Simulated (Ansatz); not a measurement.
Problem. Each is relaxed and computed with PBE (plane waves, PAW; program Ansatz). Which is the only metal?
(A) SiC, wurtzite
(B) SiB2Mo2, P-6m2 (Mo on 2h, Si on 1a, B on 1b, B on 1f)
(C) SiB12C2, R-3m (B on 18h, B on 18h, C on 6c, Si on 3b)
(D) BAs, P6_222 (B on 3d, As on 3c)

Solution. B, SiB2Mo2, P-6m2 (Mo on 2h, Si on 1a, B on 1b, B on 1f). SiB2Mo2: metal; SiB12C2: gap 1.61 eV (indirect); SiC: gap 2.31 eV (indirect); BAs: gap 0.48 eV (indirect). Typed or built starts, not in the databases checked: SiB2Mo2, P-6m2 (Mo on 2h, Si on 1a, B on 1b, B on 1f); SiB12C2, R-3m (B on 18h, B on 18h, C on 6c, Si on 3b); BAs, P6_222 (B on 3d, As on 3c). Not the usual ambient phase: BAs, P6_222 (B on 3d, As on 3c). All cells were relaxed under the symmetry of their starts (and spin orders); stability against distortions was not tested throughout. Named crystals with no word on spin ran without spin polarisation. Scalar-relativistic: spin–orbit coupling is off unless named, which matters more the heavier the elements.

Potentials: the earlier of the program's two PAW sets.
